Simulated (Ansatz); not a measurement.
Zr$_{3}$Si$_{2}$ in space group P4/mbm (No. 127; Zr on 4h, Zr on 2a, Si on 4g), the program Ansatz at the r²SCAN level (PAW), all energies at zero smearing, with the estimated change up to a 700 eV cutoff added, with one set of potentials and settings (totals compare only within such a set). Cell of 10 atoms (6 Zr, 4 Si): -27735.781 eV.

```tsv
element	reference phase	E (eV/atom)
Zr	P6_3/mmc, 2 atoms in the cell	-4195.0260
Si	Fd-3m, 2 atoms in the cell	-639.0667
```

Formation energy per atom, worked out: (-27735.781 − 6×(-4195.0260) − 4×(-639.0667))/10 = -0.936 eV/atom (-90 kJ per mol of atoms), at 0 K, without zero-point energy or fitted corrections.

The first step of the workflow began from a Materials Project structure, measured or hypothetical; the Crystallography Open Database copy checked does not list it. Its standing as an ambient phase is unchecked. Symmetry was held in the r²SCAN relaxation; its stability against distortions is not shown here. The run is not spin-polarised. The references are the lowest solids computed at this level, not always the standard phases.

Potentials: the later of the program's two PAW sets.
